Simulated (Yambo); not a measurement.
# How GW settings move the gap: NaRhS2O8

G0W0@LDA for NaRhS2O8 (space group C2/m, No. 12) in Yambo. Reference settings: 2×2×2 Γ-centred k mesh, bands 6 to 233 and a 7 Ry block in the screening, 233 bands in G with the Bruneval-Gonze terminator, plasmon pole fitted at 27.2 eV. The LDA gap (0, -0.5, -0.5) → (0, -0.5, 0) on this mesh is 1.08 eV; G0W0 gaps are taken between the same points.

```json
[
 {"change from the reference": "reference settings", "G0W0 gap (0, -0.5, -0.5) → (0, -0.5, 0) (eV)": "3.35", "shift of the valence edge (eV)": "-0.74", "rough Yambo cost": "1"},
 {"change from the reference": "138 bands in W, 138 bands in G", "G0W0 gap (0, -0.5, -0.5) → (0, -0.5, 0) (eV)": "3.37", "shift of the valence edge (eV)": "-0.64", "rough Yambo cost": "within a factor of two"},
 {"change from the reference": "wavefunctions cut at 30 Ry", "G0W0 gap (0, -0.5, -0.5) → (0, -0.5, 0) (eV)": "3.35", "shift of the valence edge (eV)": "-0.70", "rough Yambo cost": "about 1/2"},
 {"change from the reference": "wavefunctions cut at 50 Ry", "G0W0 gap (0, -0.5, -0.5) → (0, -0.5, 0) (eV)": "3.35", "shift of the valence edge (eV)": "-0.74", "rough Yambo cost": "within a factor of two"},
 {"change from the reference": "exchange cut at 40 Ry", "G0W0 gap (0, -0.5, -0.5) → (0, -0.5, 0) (eV)": "3.35", "shift of the valence edge (eV)": "-0.66", "rough Yambo cost": "–"},
 {"change from the reference": "exchange cut at 20 Ry", "G0W0 gap (0, -0.5, -0.5) → (0, -0.5, 0) (eV)": "3.40", "shift of the valence edge (eV)": "-0.05", "rough Yambo cost": "–"},
 {"change from the reference": "71 bands in W, 71 bands in G, 3 Ry block", "G0W0 gap (0, -0.5, -0.5) → (0, -0.5, 0) (eV)": "3.69", "shift of the valence edge (eV)": "-0.72", "rough Yambo cost": "about 1/5"},
 {"change from the reference": "71 bands in W, 71 bands in G, 4 Ry block", "G0W0 gap (0, -0.5, -0.5) → (0, -0.5, 0) (eV)": "3.59", "shift of the valence edge (eV)": "-0.64", "rough Yambo cost": "about 1/5"},
 {"change from the reference": "71 bands in W, 71 bands in G, 2 Ry block", "G0W0 gap (0, -0.5, -0.5) → (0, -0.5, 0) (eV)": "4.11", "shift of the valence edge (eV)": "-1.03", "rough Yambo cost": "about 1/5"},
 {"change from the reference": "100 bands in W, 100 bands in G, 3 Ry block", "G0W0 gap (0, -0.5, -0.5) → (0, -0.5, 0) (eV)": "3.62", "shift of the valence edge (eV)": "-0.71", "rough Yambo cost": "about 1/4"},
 {"change from the reference": "185 bands in W, 185 bands in G, 2 Ry block", "G0W0 gap (0, -0.5, -0.5) → (0, -0.5, 0) (eV)": "4.00", "shift of the valence edge (eV)": "-1.06", "rough Yambo cost": "within a factor of two"},
 {"change from the reference": "4 Ry block", "G0W0 gap (0, -0.5, -0.5) → (0, -0.5, 0) (eV)": "3.46", "shift of the valence edge (eV)": "-0.76", "rough Yambo cost": "within a factor of two"},
 {"change from the reference": "138 bands in W, 138 bands in G, 3 Ry block, no terminator", "G0W0 gap (0, -0.5, -0.5) → (0, -0.5, 0) (eV)": "3.61", "shift of the valence edge (eV)": "-0.55", "rough Yambo cost": "about 1/2"},
 {"change from the reference": "100 bands in W, 100 bands in G, no terminator", "G0W0 gap (0, -0.5, -0.5) → (0, -0.5, 0) (eV)": "3.45", "shift of the valence edge (eV)": "-0.24", "rough Yambo cost": "about 1/2"},
 {"change from the reference": "185 bands in W, 185 bands in G, no terminator", "G0W0 gap (0, -0.5, -0.5) → (0, -0.5, 0) (eV)": "3.36", "shift of the valence edge (eV)": "-0.43", "rough Yambo cost": "within a factor of two"}
]
```

The reference isn't shown to be the converged limit. Costs are rough (shared machines), scaled to the same edge states, and given only for runs that recompute the screening.

Spin-orbit splittings are left out.

Geometry of the Materials Project entry, not relaxed at this level; primitive cell a = 4.769 Å, b = 4.769 Å, c = 7.218 Å, α = 92.37°, β = 92.37°, γ = 66.57°.

The structure is a Materials Project entry; no match was found in the copy of COD used, and its stability was not checked.

A shift is the quasiparticle energy of the state minus its LDA energy.
